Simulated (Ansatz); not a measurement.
Input file for Ansatz (a quantum-chemistry and plane-wave program):

Ansatz 0.2 input:
```yaml
crystal:
  lattice:
    - [4.2060956656, 0.0, 0.0]
    - [0.0, 4.2060956656, 0.0]
    - [0.0, 0.0, 4.2060956656]
  atoms:
    - { symbol: Cs, position: [0.0, 0.0, 0.0] }
    - { symbol: Cl, position: [0.5, 0.5, 0.5] }
kpoints:
  mp_grid: { grid: [5, 5, 5] }
  band_path:
    path:
      - [[0.0, 0.0, 0.0], [0.0, 0.5, 0.0], [0.5, 0.5, 0.0], [0.0, 0.0, 0.0], [0.5, 0.5, 0.5], [0.0, 0.5, 0.0]]  # Γ-X-M-Γ-R-X
      - [[0.5, 0.5, 0.5], [0.5, 0.5, 0.0]]  # R-M
      - [VBM, CBM]
    npoints: 12
basis: { xc_grid: 2 }
hamiltonian:
  xc: pbe
  pseudopotentials: { kind: paw }
magnetization: { noncollinear: true, spin_orbit: true }
scf:
  n_extra_bands: 12
  convergence: { dr2_threshold: 0.0000000001 }
  occupations: { method: gaussian, width: 0.01 }
checkpoint: { write: soc.run }
output: { eigenvalues: true }
```

Output (shortened):

```
Pseudopotentials: kind: paw_fr
Pseudopotential: Cs, paw_fr, valence charge 9
Pseudopotential: Cl, paw_fr, valence charge 7
Functional definition: PBE
non-collinear run that drives no moment, with spin-orbit …
Crystal: 2 atoms, lattice volume = 74.411 Å³
Basis set: ecut = 420 eV, 1419 PW (Γ), exchange–correlation on 60×60×60 points (8 copies of the dense FFT grid, shifted against one another)
Bands: 28, of which v1, the nominal top of the filled ones, is band 16 counted from 1 (15 counted from 0)
Symmetry: 48 space group operations + 48 with time reversal
k-points: 10 of 125
Projection manifold: j_resolved (fully-relativistic pseudo-atomic orbitals)
Initial density: superposition of atomic densities (chi_scale 0.1, normalization cell, long waves kept (reshape's long-wave potential 0.00 eV rms))
Initial wavefunctions: pseudopotential atomic-orbital guess
Eigensolver: davidson
Functional: x = pbe(κ = 0.804, μ = 0.2195149727645171), c = pbe(β = 0.06672455060314922)
SCF iter   1: F=—  HF=-6759.066522 eV  |F-HF|=—  |Δ(HF+E_count)|=         —  Δρ=3.66e-2  dr2=1.93e0  dr2_m=0.00e0 (ungated)  ethr=3.10e-3  |M|=0.00e0 ∫|m|=0.00e0 μB  |m|>n=0.0e0 m-floor=0.0e0 τ_xc=0.0e0  β_m=0.30  ⟨swp⟩=9.4  Hψ=852  notcnv=0  defer=2
all-band conjugate gradients solve this SCF's bands
preconditioner: auto → none
SCF iter   2: F=—  HF=-6758.439660 eV  |F-HF|=—  |Δ(HF+E_count)|=   6.27e-1  Δρ=1.06e-2  dr2=1.65e-1  dr2_m=0.00e0 (ungated)  ethr=3.10e-3  |M|=0.00e0 ∫|m|=0.00e0 μB  |m|>n=0.0e0 m-floor=0.0e0 τ_xc=0.0e0  β_m=0.35  ⟨swp⟩=3.0  Hψ=308  notcnv=0  defer=60
SCF iter   3: F=—  HF=-6758.392055 eV  |F-HF|=—  |Δ(HF+E_count)|=   4.76e-2  Δρ=3.88e-3  dr2=1.68e-2  dr2_m=0.00e0 (ungated)  ethr=1.03e-3  |M|=0.00e0 ∫|m|=0.00e0 μB  |m|>n=0.0e0 m-floor=0.0e0 τ_xc=0.0e0  β_m=0.52  ⟨swp⟩=3.4  Hψ=299  notcnv=0  defer=60
SCF iter   4: F=—  HF=-6758.396726 eV  |F-HF|=—  |Δ(HF+E_count)|=   4.67e-3  Δρ=1.02e-3  dr2=7.63e-4  dr2_m=0.00e0 (ungated)  ethr=1.05e-4  |M|=0.00e0 ∫|m|=0.00e0 μB  |m|>n=0.0e0 m-floor=0.0e0 τ_xc=0.0e0  β_m=0.69  ⟨swp⟩=2.0  Hψ=216  notcnv=0  defer=60
SCF iter   5: F=—  HF=-6758.397540 eV  |F-HF|=—  |Δ(HF+E_count)|=   8.14e-4  Δρ=1.28e-4  dr2=1.07e-5  dr2_m=0.00e0 (ungated)  ethr=4.77e-6  |M|=0.00e0 ∫|m|=0.00e0 μB  |m|>n=0.0e0 m-floor=0.0e0 τ_xc=0.0e0  β_m=0.74  ⟨swp⟩=3.0  Hψ=241  notcnv=0  defer=60
SCF iter   6: F=—  HF=-6758.397545 eV  |F-HF|=—  |Δ(HF+E_count)|=   4.55e-6  Δρ=1.67e-5  dr2=1.12e-7  dr2_m=0.00e0 (ungated)  ethr=6.71e-8  |M|=0.00e0 ∫|m|=0.00e0 μB  |m|>n=0.0e0 m-floor=0.0e0 τ_xc=0.0e0  β_m=0.85  ⟨swp⟩=2.4  Hψ=180  notcnv=0  defer=60
SCF iter   7: F=—  HF=-6758.397544 eV  |F-HF|=—  |Δ(HF+E_count)|=   4.97e-7  Δρ=2.29e-6  dr2=6.88e-9  dr2_m=0.00e0 (ungated)  ethr=6.99e-10  |M|=0.00e0 ∫|m|=0.00e0 μB  |m|>n=0.0e0 m-floor=0.0e0 τ_xc=0.0e0  β_m=0.86  ⟨swp⟩=2.0  Hψ=201  notcnv=0  defer=60
SCF iter   8: F=—  HF=-6758.397544 eV  |F-HF|=—  |Δ(HF+E_count)|=  5.01e-10  Δρ=3.38e-7  dr2=1.15e-10  dr2_m=0.00e0 (ungated)  ethr=4.30e-11  |M|=0.00e0 ∫|m|=0.00e0 μB  |m|>n=0.0e0 m-floor=0.0e0 τ_xc=0.0e0  β_m=0.93  ⟨swp⟩=2.5  Hψ=174  notcnv=0  defer=60
SCF iter   9: F=-6758.397544 eV  HF=-6758.397544 eV  |F-HF|=2.73e-12  |Δ(HF+E_count)|=  2.09e-11  Δρ=2.89e-8  dr2=1.02e-12  dr2_m=0.00e0 (ungated)  ethr=1.00e-12  |M|=0.00e0 ∫|m|=0.00e0 μB  |m|>n=0.0e0 m-floor=0.0e0 τ_xc=0.0e0  ⟨swp⟩=10.1  Hψ=670  notcnv=0
SCF 1 converged in 9 iterations: F = -6758.397544 eV  dr2 = 1.02e-12
NSCF: frozen V_eff on 20 k-points
NSCF: frozen V_eff on 20 k-points
NSCF: frozen V_eff on 20 k-points
NSCF: frozen V_eff on 13 k-points
NSCF: frozen V_eff on 5 k-points
NSCF: frozen V_eff on 3 k-points
NSCF: frozen V_eff on 3 k-points
NSCF: frozen V_eff on 3 k-points
NSCF: frozen V_eff on 3 k-points
NSCF: frozen V_eff on 87 k-points
SCF converged after 9 iterations
Magnetization: |M| = 0.0000 μB,  M = (+0.0000, +0.0000, +0.0000) μB
Absolute magnetization: 0.0000 μB (∫|m|)
  site 0: m = (+0.0000, +0.0000, +0.0000) μB, |m| = 0.0000 μB  (R = 1.50 Å)
  site 1: m = (+0.0000, +0.0000, +0.0000) μB, |m| = 0.0000 μB  (R = 1.50 Å)
Free energy (F): -6758.397544 eV
Harris-Foulkes:  -6758.397544 eV  (|F-HF|=2.73e-12)
Internal energy: -6758.397544 eV  (E = F + TS)
E sigma→0 (E₀):  -6758.397544 eV
Fermi energy:    5.054542 eV
--- Per-component energies (eV) ---
  E_band       = -62.499259
  E_kinetic    = 304.149604
  E_local      = -450.631444  (includes V_loc(G=0)·N_el)
  E_nonlocal   = 58.438733
  E_hartree    = 146.538415
  E_xc         = -282.390248
  E_vxc        = -249.683831  (∫ρ·V_xc dr)
  E_paw        = -5730.159727  (= ΣΔE_a)
  E_vpaw       = -17.849240  (= ΣTr[D̂ρ^β])
  E_aug_tail   = 0.000088  (compensation charges beyond the density's cutoff)
  E_ewald      = -804.342965
  E_smearing   =  0.000000  (= −TS)
  E_closure    = 0.000000  (closes the sum)
  Σ components = -6758.397544   (vs F -6758.397544, Δ=0.00e0)
  [band-id]    e_kinetic+e_local+e_nonlocal+2·e_hartree+e_vxc+e_vpaw+e_augmentation_tail = -62.499261   (vs E_band -62.499259, Δ=-1.58e-6)
--- Band table (eV; the first three rows and the last of 10) ---
  k-point 0: bands = ["-16.9023", "-16.9023", "-9.5801", "-9.5801", "-4.6075", "-4.6075", "-2.9509", "-2.9509", "-2.9509", "-2.9509", "2.3985", "2.3985", "2.5808", "2.5808", "2.5808", "2.5808", "7.5283", "7.5283", "7.9660", "7.9660", "7.9660", "7.9660", "12.3071", "12.3071", "12.3071", "12.3071", "12.3940", "12.3940"]
  k-point 1: bands = ["-16.8805", "-16.8805", "-9.5883", "-9.5883", "-4.6411", "-4.6411", "-3.0615", "-3.0615", "-2.9067", "-2.9067", "2.0873", "2.0873", "2.4200", "2.4200", "2.5119", "2.5119", "8.2092", "8.2092", "8.3259", "8.3259", "8.7995", "8.7995", "12.0131", "12.0131", "12.0667", "12.0667", "12.5400", "12.5400"]
  k-point 2: bands = ["-16.8446", "-16.8446", "-9.6044", "-9.6044", "-4.7095", "-4.7095", "-3.1941", "-3.1941", "-2.8326", "-2.8326", "1.5528", "1.5528", "2.3162", "2.3162", "2.3947", "2.3947", "8.7694", "8.7694", "9.5993", "9.5993", "10.6172", "10.6172", "11.7739", "11.7739", "11.7966", "11.7966", "11.8384", "11.8384"]
  k-point 9: bands = ["-16.7455", "-16.7455", "-9.4548", "-9.4548", "-4.9757", "-4.9757", "-3.4349", "-3.4349", "-3.4140", "-3.4140", "1.6397", "1.6397", "1.7184", "1.7184", "1.8272", "1.8272", "10.1017", "10.1017", "10.6808", "10.6808", "10.6882", "10.6882", "11.7530", "11.7530", "12.1080", "12.1080", "12.1551", "12.1551"]
  band table: 28 of 28 bands, residual norms ≤ 1.0e-3 eV
```

Cost: around 40 core-seconds (rough) on shared cores.

Space group Pm-3m (CsCl type). The PBE relaxation kept the symmetry of its start.

Potentials: the later of the program's two PAW sets.

Ansatz is a plane-wave DFT program.
